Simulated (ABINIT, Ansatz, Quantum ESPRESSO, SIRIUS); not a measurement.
## One calculation of HfIn4SiO6, 4 ways

```
Hf In Si O
1.0
     5.27743    0.00000    0.00000
    -2.63872    4.57039    0.00000
     0.00000    0.00000   10.55905
Hf In Si O
1 4 1 6
Direct
  0.66667 0.33333 0.00000
  0.00000 0.00000 0.30446
  0.00000 0.00000 0.69554
  0.33333 0.66667 0.78919
  0.33333 0.66667 0.21081
  0.00000 0.00000 0.00000
  0.97300 0.70496 0.89972
  0.29504 0.02700 0.10028
  0.29504 0.26804 0.89972
  0.73196 0.70496 0.10028
  0.73196 0.02700 0.89972
  0.97300 0.26804 0.10028
```

The cell comes from a database or a generator and needn't be the stable form of this composition.

Alike in all runs: task single point; functional PBE; k mesh 6 × 6 × 3; occupations fermi-dirac, width 0.05 eV; no spin polarisation; no spin-orbit coupling. Pressure is positive in compression and, in plane waves, holds the error of the finite cutoff.

```csv
program and potentials,plane-wave cutoff (eV),notes,pressure (GPa),largest force (eV/Å)
"Ansatz, all-electron LAPW, scalar-relativistic",-,-,0.01,0.001
"Quantum ESPRESSO, SSSP 1.3 efficiency PBE",816,-,-0.28,0.087
"ABINIT, JTH PAW PBE v2.0",626,-,-0.57,0.111
"SIRIUS, PseudoDojo 0.4.1 PBE standard (scalar relativistic)",1152,-,?,?
```

Problem. Estimate from the other rows what the run with SIRIUS, PseudoDojo 0.4.1 PBE standard (scalar relativistic) gave.

Solution. Pressure -0.35 GPa; largest force 0.118 eV/Å. The other rows, which needn't bracket it: pressure -0.57 to 0.01; largest force 0.001 to 0.111.
